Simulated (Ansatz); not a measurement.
Relaxed-ion elastic tensor of ReB2 in space group P6_3/mmc (No. 194; Re on 2c, B on 4f) in GPa (Voigt order), plane-wave PAW PBEsol (Ansatz code); density 12.80 g/cm³, 8.99 Å³ per atom.

```json
[
 {"": "1", "1": "661", "2": "169", "3": "132", "4": "0.0", "5": "0.0", "6": "0.0"},
 {"": "2", "1": "169", "2": "661", "3": "132", "4": "0.0", "5": "0.0", "6": "0.0"},
 {"": "3", "1": "132", "2": "132", "3": "1060", "4": "0.0", "5": "0.0", "6": "0.0"},
 {"": "4", "1": "0.0", "2": "0.0", "3": "0.0", "4": "280", "5": "0.0", "6": "0.0"},
 {"": "5", "1": "0.0", "2": "0.0", "3": "0.0", "4": "0.0", "5": "280", "6": "0.0"},
 {"": "6", "1": "0.0", "2": "0.0", "3": "0.0", "4": "0.0", "5": "0.0", "6": "246"}
]
```

Is the crystal mechanically stable?

Yes: the smallest eigenvalue of C is 246 GPa.

Work out the Voigt, Reuss and Hill averages.

K_V = 361, K_R = 349, K_H = 355; G_V = 291, G_R = 280, G_H = 285 GPa.

Give Young's modulus, Poisson's ratio, Pugh's ratio and the universal anisotropy index.

E = 9KG/(3K + G) = 675 GPa; ν = 0.18; K/G = 1.24 (brittle by the Pugh limit of 1.75); A_U = 5G_V/G_R + K_V/K_R − 6 = 0.23.

Estimate the sound speeds and the Debye temperature.

v_l = √((K + 4G/3)/ρ) = 7580 m/s, v_t = √(G/ρ) = 4720 m/s, mean 5200 m/s; Θ = (h/k)(3n/4πV)^(1/3) v_m = 745 K.

Solve the Christoffel equation for the three sound speeds along x, y, z.

Eigenvalues of C_ijkl n_j n_l equal ρv². In km/s, slowest first: x 4.38, 4.67, 7.19; y 4.38, 4.67, 7.19; z 4.67, 4.67, 9.09.

How much does each axis shrink under pressure?

Linear compressibilities β_i = Σ_j S_ij (j = 1 to 3): x 1.1, y 1.1, z 0.67 per TPa.

The first step of the workflow began from a Materials Project structure, measured or hypothetical; the Crystallography Open Database files this formula in space group No. 194, but the cells were not matched. Its standing as an ambient phase is unchecked. The cell was relaxed with PBEsol under the symmetry of its start; of distortions, only those at the zone centre were tested. No spin polarisation was allowed. As this level gives no gap, shear constants depend on the k-mesh and smearing (Fermi–Dirac, 0.1 eV here). Spin–orbit coupling is left out wherever it is not named.

Potentials: the later of the program's two PAW sets.
